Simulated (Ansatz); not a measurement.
Level of theory: DFT PBE, scalar-relativistic, plane waves, PAW (Ansatz). The final run on the 8-atom cell used 420 eV, a Γ-centred 12×12×4 mesh, 0.10 eV smearing and no spin polarisation.

Formation energies are uncorrected and count from the elements' standard states at the same level.

Task: Find a candidate tetragonal metal that holds N and 2 more elements, with a formation energy near −1.68 eV/atom and about 12 Å³ per atom, in a cell of 8 atoms. Its symmetry should be P4/mmm (No. 123).

Result: Zr3TiN4, space group P4/mmm (No. 123). Zr on a site of symmetry 4mm has 6 N at 2.18–2.33 Å, 4 Ti at 3.15 Å and 8 Zr at 3.20–3.25 Å; Zr on a site of symmetry 4/mmm is surrounded by 6 N at 2.27–2.32 Å and 12 Zr at 3.20–3.25 Å; Ti is surrounded by 6 N at 2.19–2.27 Å and 8 Zr at 3.15 Å; N on a site of symmetry 4/mmm has 2 Zr at 2.18 Å and 4 Ti at 2.27 Å; 2 more sites not described.

Space group P4/mmm (No. 123). a = 3.204 Å, b = 3.204 Å, c = 9.033 Å, α = 90.00°, β = 90.00°, γ = 90.00°
```json
{"atom": "Zr", "site": "2g", "symmetry": "4mm", "x": "0.0000", "y": "0.0000", "z": "0.7416"}
{"atom": "Zr", "site": "1c", "symmetry": "4/mmm", "x": "0.5000", "y": "0.5000", "z": "0.0000"}
{"atom": "Ti", "site": "1d", "symmetry": "4/mmm", "x": "0.5000", "y": "0.5000", "z": "0.5000"}
{"atom": "N", "site": "1b", "symmetry": "4/mmm", "x": "0.0000", "y": "0.0000", "z": "0.5000"}
{"atom": "N", "site": "2h", "symmetry": "4mm", "x": "0.5000", "y": "0.5000", "z": "0.2573"}
{"atom": "N", "site": "1a", "symmetry": "4/mmm", "x": "0.0000", "y": "0.0000", "z": "0.0000"}
```

| Item | Value |
| --- | --- |
| Volume per atom | 11.59 Å³ |
| Density | 6.76 g/cm³ |
| Energy over the elements | −1.68 eV/atom |
| Gap on the 12×12×4 mesh of the 8-atom cell | 0 eV (a metal) |

The structure comes from a generated guess, relaxed at this level; another structure or a mixture of phases may lie lower. The answer needn't be unique; the calculation gave this one.

A structure relaxed within its symmetry needn't be a true minimum.
